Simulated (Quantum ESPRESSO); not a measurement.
```
CELL_PARAMETERS angstrom
      6.06529    -2.87018     0.00000
      6.06529     2.87018     0.00000
     -1.56814     0.00000     4.54955
ATOMIC_POSITIONS crystal
  H  0.37029 0.10029 0.76668
  H  0.10029 0.37029 0.76668
  H  0.54162 0.54162 0.44433
  H  0.54203 0.54203 0.78062
  Li 0.32310 0.32310 0.37051
  O  0.49084 0.49084 0.57055
  O  0.56153 0.99119 0.12855
  O  0.99119 0.56153 0.12855
  O  0.22424 0.22424 0.63074
  O  0.60538 0.60538 0.16259
  S  0.74084 0.74084 0.27404
  Cs 0.99963 0.99963 0.99988
```

The geometry is that of Materials Project entry mp-755891, symmetrised and not relaxed again.

Problem. What does PBEsol (Quantum ESPRESSO, PseudoDojo norm-conserving, 84 Ry, no spin-orbit coupling) give for the electronic structure near the Fermi level?

Solution. The PBEsol gap is indirect, 4.42 eV, from R to Γ; the smallest direct gap is 4.87 eV.
